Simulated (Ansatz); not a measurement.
# Trial structures of Ga2BSb3: starts and ends

Computed with DFT PBE, scalar-relativistic, plane waves, PAW (Ansatz 0.2.0). Settings: cutoff 420 eV, Γ-centred meshes spaced at most about 0.3 Å⁻¹, and about 0.25 Å⁻¹ or finer for metals (2π included), Gaussian smearing. No spin polarisation in the final relaxations.

Each guess was relaxed in cell and atoms at zero pressure, within the symmetry of its start. These are static total energies at zero pressure. Coordination counts Sb atoms around B and Ga (those within 1.25 times the shortest such distance or 1.15 times the sum of covalent radii; a plus sign parts nearer from farther groups; the shortest distance is added where it is long for a bond).

```
guess      made from  start group  V start (Å³/atom)  end group  V end (Å³/atom)          coordination at the end  gap on mesh (eV)  E over the lowest end (meV/atom)
    1    random cell        P-3m1               23.6     P6/mmm             28.3  Ga 6 from 3.1 Å, B 6 from 3.1 Å                 0                               331
    2  La2Al3Ge type        P-6m2               26.1      P-6m2             22.6  Ga 9 from 3.3 Å, B 5 from 3.0 Å                 0                               128
    3    random cell       P4/mmm               23.8     P4/mmm             25.3           Ga 4+4 from 3.2 Å, B 2                 0                                 0
    4    random cell       P6/mmm               25.3     P6/mmm             37.4          Ga 3, B 6+12 from 4.7 Å                 0                               633
    5  Sn2Pd3Au type        P-3m1               20.0          ?                ?                                ?                 ?                                 ?
    6   TbB2Rh3 type       P6/mmm               21.6     P6/mmm             27.3            Ga 6, B 12 from 4.0 Å                 0                               449
    7    random cell       P4/mmm               23.5     P4/mmm             27.8           Ga 2+4, B 2 from 2.8 Å                 0                               395
```

Guess 5 as it starts:

Space group P-3m1 (No. 164). a = 4.802 Å, b = 4.802 Å, c = 6.013 Å, α = 90.00°, β = 90.00°, γ = 120.00°
```csv
atom,site,symmetry,x,y,z
Ga,2d,3m.,0.3333,0.6667,0.2191
B,1b,-3m.,0.0000,0.0000,0.5000
Sb,2d,3m.,0.3333,0.6667,0.7238
Sb,1a,-3m.,0.0000,0.0000,0.0000
```

Task: Predict the end of this guess and its energy over the lowest end.

Result: It ends in space group P6/mmm (No. 191), with a = 5.202 Å, c = 5.510 Å, 21.5 Å³/atom and no gap. It lies 4 meV/atom over the lowest end, within the noise of guess 3 and below guess 2. Counting Sb atoms around B and Ga, this end has Ga 2+3, B 2+6 from 2.8 Å and the lowest (guess 3) has Ga 4+4 from 3.2 Å, B 2. This end holds Sb–Sb nets (shortest 3.00 Å); in the lowest (guess 3) the shortest Sb–Sb distance is 3.18 Å, near bonding range too.

```cif
data_structure
_symmetry_space_group_name_H-M 'P 1'
_symmetry_Int_Tables_number 1
_cell_length_a 5.2023
_cell_length_b 5.2023
_cell_length_c 5.5104
_cell_angle_alpha 90.000
_cell_angle_beta 90.000
_cell_angle_gamma 120.000
_cell_volume 129.16
loop_
_atom_site_label
_atom_site_type_symbol
_atom_site_fract_x
_atom_site_fract_y
_atom_site_fract_z
_atom_site_occupancy
Ga1 Ga 0.33333 0.66667 0.00000 1
Ga2 Ga 0.66667 0.33333 0.00000 1
B1 B 0.00000 0.00000 0.50000 1
Sb1 Sb 0.33333 0.66667 0.50000 1
Sb2 Sb 0.66667 0.33333 0.50000 1
Sb3 Sb 0.00000 0.00000 0.00000 1
```

Formation energies are uncorrected and refer to the elements' standard structures at the same level.

Task: Is the lowest end bound against the elements?

Result: No: its formation energy is +0.55 eV/atom. A positive value: parting into the elements would lower its energy.

For metals, differences of a few meV/atom aren't resolved. Weakly bound directions are ill-defined at this level, which has no dispersion term (P4/mmm at 25.3 Å³/atom), and this can change margins and order among such cells. These runs have no spin–orbit coupling, which can matter for Sb. A magnetic state wasn't ruled out in cells without spin, among them P6/mmm at 37.4 Å³/atom. Cells relaxed within their symmetry can be saddle points. A lower structure may well exist outside this small set. Some candidate types were left out of the draw beforehand, so a known form may be missing.
